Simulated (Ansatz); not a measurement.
MoF₆:
```
CELL_PARAMETERS angstrom
     -3.20092     3.20092     3.20092
      3.20092    -3.20092     3.20092
      3.20092     3.20092    -3.20092
ATOMIC_POSITIONS crystal
  Mo 0.00000 0.00000 0.00000
  F  0.71433 0.71433 0.00000
  F  0.28567 0.28567 0.00000
  F  0.00000 0.71433 0.71433
  F  0.00000 0.28567 0.28567
  F  0.71433 0.00000 0.71433
  F  0.28567 0.00000 0.28567
```

r²SCAN+D4 (plane waves, PAW; program Ansatz) gives a gap of 4.73 eV without spin–orbit coupling, maximum at Γ, minimum on the P–H line, 25 % of the way from P.

Question: What happens when spin–orbit coupling is switched on?

Answer: The gap falls by 0.04 eV, to 4.69 eV; maximum at Γ, minimum on the P–N line, 42 % of the way from P.

Question: How large is the spin–orbit splitting of the valence top at Γ?

Answer: The fourfold level lies 0.03 eV above the split-off pair.

Question: Give the hole effective mass with spin–orbit coupling, band 1 of 2 at the edge.

Answer: 16 along [100], 12 along [110], 9.9 along [111] (mₑ).

Question: Give the hole effective mass with spin–orbit coupling, band 2 of 2 at the edge.

Answer: 6.9 along [100], 8.1 along [110], 9.5 along [111] (mₑ).

Space group Im-3m. The workflow started from a Materials Project entry (that database holds measured and hypothetical structures alike); the Crystallography Open Database copy checked does not list it. COD files the formula under space group No. 62. Its standing as an ambient phase is unchecked. Symmetry was held in the r²SCAN+D4 relaxation; whether a distortion lowers the energy is not shown. No spin polarisation was allowed. No Hubbard U is applied.

Potentials: the later of the program's two PAW sets.
